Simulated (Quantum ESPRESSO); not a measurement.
RbBr: one setting swept

```
RbBr
1.0
    0.00000     3.45595     3.45595
    3.45595     0.00000     3.45595
    3.45595     3.45595     0.00000
Rb Br
1 1
Direct
  0.00000   0.00000   0.00000
  0.50000   0.50000   0.50000
```
The cell comes from the Materials Project (a computed structure). It is RbBr in Fm-3m; whether this form has been observed was not checked. Stability against distortions was not tested.

Method: GIPAW with PBE in a modified build of Quantum ESPRESSO, on JTH PAW datasets; kept fixed: cutoff 20 Ha. Costs are rough, from a shared machine. Shieldings are absolute and leave out the bulk-susceptibility term; a larger σ means a smaller chemical shift. Spin–orbit coupling is left out; its weight grows with the heaviest atom, Rb here. The datasets of Br hold no d projectors, which limits absolute σ on these atoms.

```json
[
 {"k-mesh": "2×2×2 shifted", "σ_iso Rb (ppm)": "3040.7", "σ_iso Br (ppm)": "2666.0", "f-sum rule missed by (%)": "0.67", "irreducible k-points": "2", "rough cost ratio": "about 1"},
 {"k-mesh": "2×2×2 through Γ", "σ_iso Rb (ppm)": "2646.8", "σ_iso Br (ppm)": "2087.1", "f-sum rule missed by (%)": "2.1", "irreducible k-points": "3", "rough cost ratio": "2"},
 {"k-mesh": "3×3×3 through Γ", "σ_iso Rb (ppm)": "2981.6", "σ_iso Br (ppm)": "2501.0", "f-sum rule missed by (%)": "0.20", "irreducible k-points": "4", "rough cost ratio": "about 1"},
 {"k-mesh": "3×3×3 shifted", "σ_iso Rb (ppm)": "3016.3", "σ_iso Br (ppm)": "2622.7", "f-sum rule missed by (%)": "0.05", "irreducible k-points": "6", "rough cost ratio": "3"},
 {"k-mesh": "4×4×4 through Γ", "σ_iso Rb (ppm)": "3008.2", "σ_iso Br (ppm)": "2594.1", "f-sum rule missed by (%)": "0.03", "irreducible k-points": "8", "rough cost ratio": "3"},
 {"k-mesh": "5×5×5 through Γ", "σ_iso Rb (ppm)": "3013.1", "σ_iso Br (ppm)": "2609.5", "f-sum rule missed by (%)": "0.00", "irreducible k-points": "10", "rough cost ratio": "3"},
 {"k-mesh": "4×4×4 shifted", "σ_iso Rb (ppm)": "3014.2", "σ_iso Br (ppm)": "2613.9", "f-sum rule missed by (%)": "0.00", "irreducible k-points": "10", "rough cost ratio": "4"},
 {"k-mesh": "6×6×6 through Γ", "σ_iso Rb (ppm)": "3013.8", "σ_iso Br (ppm)": "2612.2", "f-sum rule missed by (%)": "0.00", "irreducible k-points": "16", "rough cost ratio": "5"},
 {"k-mesh": "5×5×5 shifted", "σ_iso Rb (ppm)": "3014.0", "σ_iso Br (ppm)": "2612.8", "f-sum rule missed by (%)": "0.00", "irreducible k-points": "19", "rough cost ratio": "7"},
 {"k-mesh": "7×7×7 through Γ", "σ_iso Rb (ppm)": "3013.9", "σ_iso Br (ppm)": "2612.6", "f-sum rule missed by (%)": "0.00", "irreducible k-points": "20", "rough cost ratio": "7"},
 {"k-mesh": "6×6×6 shifted", "σ_iso Rb (ppm)": "3014.0", "σ_iso Br (ppm)": "2612.7", "f-sum rule missed by (%)": "0.00", "irreducible k-points": "28", "rough cost ratio": "10"},
 {"k-mesh": "9×9×9 through Γ", "σ_iso Rb (ppm)": "3014.0", "σ_iso Br (ppm)": "2612.7", "f-sum rule missed by (%)": "0.00", "irreducible k-points": "35", "rough cost ratio": "10"},
 {"k-mesh": "7×7×7 shifted", "σ_iso Rb (ppm)": "3014.0", "σ_iso Br (ppm)": "2612.7", "f-sum rule missed by (%)": "0.00", "irreducible k-points": "44", "rough cost ratio": "20"}
]
```

Largest spread: σ_iso Br (ppm) moves over 578.9 across the rows.
